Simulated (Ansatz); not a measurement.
Polymorphs of WS2, each relaxed with PBE+D3(BJ) in the plane-wave PAW code Ansatz:

A: P6_3/mmc
a = b = 3.1541 Å, c = 12.1407 Å, α = β = 90.00°, γ = 120.00°

| atom | site | symmetry | x | y | z |
|---|---|---|---|---|---|
| W | 2c | -6m2 | 0.3333 | 0.6667 | 0.2500 |
| S | 4f | 3m. | 0.6667 | 0.3333 | 0.1203 |

B: C2/m
a = 12.5788 Å, b = 3.2106 Å, c = 5.6994 Å, α = γ = 90.00°, β = 113.80°

```csv
atom,site,symmetry,x,y,z
S,4i,m,0.1368,0.0000,0.8174
S,4i,m,0.1005,0.5000,0.2831
W,4i,m,0.2435,0.0000,0.2950
```

Question: Order them by energy per atom at 0 K (lowest first) at the level PBE+D3(BJ).

Answer: A (+0 meV/atom), B (+182 meV/atom)

Question: Give each one's gap.

Answer: A 0.88 eV; B no gap.

Typed or built starts, not in the databases checked: B. Not the usual ambient phase: B. Began spin-polarised and lost the moments: B. All cells were relaxed under the symmetry of their starts (and spin orders); stability against distortions was not tested throughout. Rows with no word on spin ran without spin polarisation. Spin–orbit coupling is left out wherever it is not named.

Energies hold the estimated change up to a 700 eV cutoff; steps of a few meV lie near the error of the meshes.

Potentials: the later of the program's two PAW sets.
